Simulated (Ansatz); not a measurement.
The cell below belongs to a search over invented structures; it isn't taken from experiment.

Input and command of a plane-wave DFT calculation in Ansatz:

```yaml
crystal:
  lattice:
    - [4.952996593, 0.0, 0.0]
    - [-2.4764982965, 4.2894208744, 0.0]
    - [0.0, 0.0, 11.1714990417]
  atoms:
    - { symbol: K, position: [0.0, 0.0, 0.0268081654] }
    - { symbol: K, position: [0.0, 0.0, 0.4524465521] }
    - { symbol: Ru, position: [0.5, 0.0, 0.6790546152] }
    - { symbol: Ru, position: [0.0, 0.5, 0.6790546152] }
    - { symbol: Ru, position: [0.5, 0.5, 0.6790546152] }
    - { symbol: Ru, position: [0.0, 0.0, 0.7496421369] }
basis:
  ecutwfc: 420
kpoints:
  mp_grid: { grid: [12, 12, 4] }
hamiltonian:
  xc: pbe
scf:
  occupations: { method: gaussian, width: 0.1 }
output:
  forces: true
  stress: true
  eigenvalues: true
  write_density: true
  write_potential: true
  elf: true
  volumetric_format: npy
relax:
  adjacent_minimum: "off"
  f_tol: 0.01
  max_steps: 80
  cell: { stress_tol: 0.05 }
```

```bash
ansatz run input.yaml --threads 1 --pin off --max-ram 2560MiB --backend cpu --events-out ev --progress --plain --runs-dir out
```

Processor: Intel(R) Xeon(R) Platinum 8488C (Sapphire Rapids), 1 thread, on a host shared with other jobs.

Task: Estimate time, memory and problem size.

Result: About 5 min, peak memory 0.8 GiB. It solves 50 bands at 57 k points (after reduction by symmetry) with about 4735 plane waves (on the last cell), in 37 SCF iterations over 5 ionic steps.
